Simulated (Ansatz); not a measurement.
Starting cell, ZnS (zinc blende):

```
ZnS
1.0
    0.00000     2.69456     2.69456
    2.69456     0.00000     2.69456
    2.69456     2.69456     0.00000
S Zn
1 1
Direct
  0.75000   0.75000   0.75000
  0.00000   0.00000   0.00000
```

Two-dimensional scan of atom 2 (Zn, nearest neighbour S at 2.334 Å; its periodic images, 3.8 Å or more away, move with it): u runs along (1.000, 0.000, 0.000), v along (0.000, 1.000, 0.000) (Cartesian). Cell and other atoms are fixed.

The numbers are results of r2SCAN (plane waves to 500 eV, PAW, scalar-relativistic; Ansatz, a program for electronic structure), not measurements. k mesh 9×9×9 (Γ-centred), Fermi-Dirac smearing 0.05 eV. Compression counts positive. ZnS was relaxed with its symmetry unable to fall.

Changes of P (GPa) from the point u = 0.000 Å, v = 0.000 Å when one coordinate moves alone (two changes are said to add if the coupling is within 5 % of the smaller one, nearly so within 20 %):

| point | change |
|---|---|
| u = 0.000 Å, v = -0.350 Å | 4.10 |
| u = 0.000 Å, v = -0.233 Å | 1.87 |
| u = 0.000 Å, v = -0.117 Å | 0.47 |
| u = -0.350 Å, v = 0.000 Å | 4.10 |
| u = -0.233 Å, v = 0.000 Å | 1.87 |
| u = -0.117 Å, v = 0.000 Å | 0.47 |
| u = 0.117 Å, v = 0.000 Å | 0.47 |
| u = 0.233 Å, v = 0.000 Å | 1.87 |
| u = 0.350 Å, v = 0.000 Å | 4.10 |
| u = 0.000 Å, v = 0.117 Å | 0.47 |
| u = 0.000 Å, v = 0.233 Å | 1.87 |
| u = 0.000 Å, v = 0.350 Å | 4.10 |

Q: What is the change at u = 0.350 Å, v = 0.233 Å, where both move, and how far is it from the sum?

A: The sum of the single changes is 4.10 + (1.87) = 5.97; the calculation gives 6.55, so the coupling contributes 0.58 (over 20 % of the smaller single change, not additive).

(A displaced cell: forces are minus the slopes of the energy, force constants its curvatures, and phonons follow from these.)
